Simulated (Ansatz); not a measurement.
Bi (fcc (Cu type), Fm-3m) under volume change, DFT-PBEsol in the program Ansatz with PAW potentials, scaled uniformly.

```json
[
 {"V (Å³/atom)": "27.528", "E − E(relaxed) (meV/atom)": "?", "P (GPa)": "?"},
 {"V (Å³/atom)": "28.435", "E − E(relaxed) (meV/atom)": "22.7", "P (GPa)": "4.23"},
 {"V (Å³/atom)": "29.343", "E − E(relaxed) (meV/atom)": "5.4", "P (GPa)": "1.95"},
 {"V (Å³/atom)": "30.250", "E − E(relaxed) (meV/atom)": "0.0", "P (GPa)": "0.00"},
 {"V (Å³/atom)": "31.158", "E − E(relaxed) (meV/atom)": "?", "P (GPa)": "?"},
 {"V (Å³/atom)": "32.065", "E − E(relaxed) (meV/atom)": "17.8", "P (GPa)": "-2.96"},
 {"V (Å³/atom)": "32.973", "E − E(relaxed) (meV/atom)": "37.9", "P (GPa)": "-4.11"}
]
```

Question: Fill in the missing entries.

Answer: 
- 31.158, E − E(relaxed) (meV/atom): 4.7
- 31.158, P (GPa): -1.61
- 27.528, E − E(relaxed) (meV/atom): 54.0
- 27.528, P (GPa): 6.88

Question: What does a third-order Birch–Murnaghan fit give for V₀, B₀ and B′?

Answer: V₀ = 30.26 Å³/atom, B₀ = 58.5 GPa, B′ = 4.6.

The start of the workflow was typed in or built on a structure type; neither database checked (COD, Materials Project) lists it. It is not the phase usual at ambient conditions (space group No. 166). The PBEsol relaxation kept the symmetry of its start. At this level the phase is mechanically unstable. Scalar-relativistic: spin–orbit coupling is off unless named, which matters more the heavier the elements.

Potentials: the later of the program's two PAW sets.
